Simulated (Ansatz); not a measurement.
## Ansatz 0.2.0, relaxation: Cd2SnH4N2

The command:

```bash
ansatz run input.yaml --threads 2 --pin off --max-ram 2560MiB --backend cpu --events-out ev --progress --plain --runs-dir out
```

input.yaml:

```yaml
crystal:
  lattice:
    - [0.0, 3.614803, 0.0]
    - [5.949006, -1.807402, 0.0]
    - [1.518989, 0.0, -5.399294]
  atoms:
    - { symbol: Sn, position: [0.0, 0.0, 0.0] }
    - { symbol: Cd, position: [0.8812, 0.7624, 0.7537] }
    - { symbol: Cd, position: [0.1188, 0.2376, 0.2463] }
    - { symbol: "N", position: [0.6067, 0.2134, 0.7706] }
    - { symbol: "N", position: [0.3933, 0.7866, 0.2294] }
    - { symbol: H, position: [0.61, 0.22, 0.566] }
    - { symbol: H, position: [0.39, 0.78, 0.434] }
    - { symbol: H, position: [0.701, 0.402, 0.7762] }
    - { symbol: H, position: [0.299, 0.598, 0.2238] }
  symmetry: { tolerance: 0.0003 }
kpoints:
  mp_grid: { grid: [5, 5, 4], shift: [0, 0, 0] }
magnetization:
  spin_polarized: false
scf:
  occupations: { method: gaussian, width: 0.2192 }
  lower_state_search: "off"
hamiltonian:
  pseudopotentials: { kind: paw }
  xc: pbe
basis:
  ecutwfc: 420
  fft_grid_basis: typed
relax:
  max_steps: 60
  cell: { p_target: 20.0 }
  f_tol: 0.03
output:
  forces: true
  stress: true
  eigenvalues: true
  populations: true
  elf: true
  write_potential: true
  volumetric_format: npy
  dos:
    e_range: [-12, 8]
    de: 0.05
    projected: { site_lists: { Cd: [Cd], H: [H], "N": ["N"], Sn: [Sn] } }
  bader: false
checkpoint:
  read: saved_state
```

Origin of the cell: a known structure type with other elements, at an estimated volume, so it need not be a known compound.

The saved state is a converged single point of the same cell.

Steps («new basis» is an SCF on plane waves selected anew at the same cell):

```tsv
step	ΔH (meV/atom)	max force component (eV/Å)	P (GPa)	volume (Å³)	SCF iterations	step was
1	0.0	6.156	16.72	116.11	6	accepted
2	-329.2	1.847	11.38	112.82	8	accepted
3	-472.8	0.773	18.96	102.94	9	accepted
4	-545.5	0.771	23.49	97.20	9	accepted
5	-600.2	0.471	22.01	95.88	8	accepted
6	-653.5	0.445	20.40	94.60	8	accepted
7	-701.1	0.506	20.16	92.48	8	accepted
8	-734.9	0.506	21.71	89.81	7	accepted
9	-756.8	0.357	22.58	88.09	7	accepted
10	-745.0	1.233	15.50	91.33	8	rejected
11	-763.8	0.197	19.32	89.47	12	accepted
12	-765.2	0.159	20.35	88.56	7	accepted
13	-765.8	0.121	20.97	88.47	7	accepted
14	-766.5	0.073	19.45	89.45	6	accepted
15	-766.7	0.038	20.12	89.03	4	accepted
16	-766.7	0.024	19.96	89.08	5	accepted
17	-766.7	0.008	20.04	89.09	5	accepted
18	-766.7	0.001	20.00	89.09	5	accepted
19	-786.6	0.059	22.06	89.09	9	new basis
20	-793.9	0.067	20.71	89.63	7	accepted
21	-795.8	0.094	19.89	90.24	7	accepted
22	-796.0	0.022	20.11	89.98	6	accepted
23	-796.0	0.035	19.88	90.11	6	accepted
24	-796.1	0.023	20.03	90.03	6	accepted
25	-796.1	0.014	20.03	89.99	7	accepted
26	-796.1	0.006	20.01	90.01	6	accepted
27	-796.9	0.007	20.10	90.01	7	new basis
28	-797.1	0.011	20.14	89.96	7	accepted
29	-797.0	0.012	19.90	90.13	6	accepted
30	-797.0	0.020	19.96	90.11	6	rejected
31	-797.1	0.010	20.03	90.06	9	accepted
32	-797.1	0.010	20.03	90.06	5	new basis
```

Before:

Space group C2/m (No. 12); the run's cell has a = 3.615 Å, b = 6.218 Å, c = 5.609 Å, α = 74.98°, β = 90.00°, γ = 106.90°. Shortest distances: H–N 1.13 Å, H–H 1.80 Å, Cd–H 2.11 Å, Cd–Sn 2.23 Å, N–Sn 2.38 Å, H–Sn 2.99 Å.

The relaxed structure.

Space group C2/m (No. 12); the run's cell has a = 3.352 Å, b = 7.556 Å, c = 5.415 Å, α = 43.88°, β = 90.00°, γ = 102.81°. Shortest distances: H–N 1.03 Å, H–H 1.68 Å, N–Sn 2.18 Å, Cd–H 2.48 Å, Cd–Cd 2.65 Å, H–Sn 2.73 Å.

```
CELL_PARAMETERS angstrom
0.00000 3.35159 0.00000
7.21717 -1.67580 -1.48188
3.18775 0.00000 -4.37763
ATOMIC_POSITIONS crystal
Sn 0.00000 0.00000 0.00000
Cd 0.86660 0.73320 0.76445
Cd 0.13340 0.26680 0.23555
N 0.64086 0.28172 0.72103
N 0.35914 0.71828 0.27897
H 0.70139 0.40278 0.44567
H 0.29861 0.59722 0.55433
H 0.69969 0.39938 0.75866
H 0.30031 0.60062 0.24134
```

| Item | Value |
| --- | --- |
| Enthalpy lowered by | 797.1 meV/atom |
| Volume change | -22.44 % |
| Final pressure | 20.03 GPa |
| Relaxation steps listed | 32 |

Caveats: no spin, though holes on the anions or broken bonds may carry moments; the given cell is far from equilibrium, with atoms too close or a volume far off; the k mesh is coarse if the cell is a metal; the relaxation held the start's symmetry, so the end may be a saddle point; wide smearing.

The run took 3 min on 2 threads of Arm Neoverse V1 (shared host), peak memory 0.51 GiB, from a saved density.
